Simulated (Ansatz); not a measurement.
SiC (rock salt, Fm-3m) at seven volumes, plane-wave PAW r²SCAN (Ansatz code), scaled uniformly. One row is withheld.

```
V (Å³/atom)  P (GPa)
-----------  -------
7.434              ?
7.679          18.57
7.924           8.37
8.169           0.00
8.414          -7.57
8.660         -13.99
8.905         -18.90
```

Question: Fit the shown pressures and predict the withheld one.

Answer: P = (3/2)B₀(x^(7/2) − x^(5/2))[1 + (3/4)(B′ − 4)(x − 1)] with x = (V₀/V)^(2/3). Least squares on the six rows gives V₀ = 8.163 Å³/atom, B₀ = 265 GPa, B′ = 4.46. At V = 7.434, x = 1.0644 and P = 30.56 GPa. The run itself gave 30.82 GPa.

This is a known high-pressure phase of the composition, computed here at zero pressure and temperature. Symmetry was held in the r²SCAN relaxation; its stability against distortions is not shown here. The volume moved by -27 % from the start of the relaxation. Its formation energy is positive at this level, so the cell may be metastable or incomplete.

Potentials: the later of the program's two PAW sets.
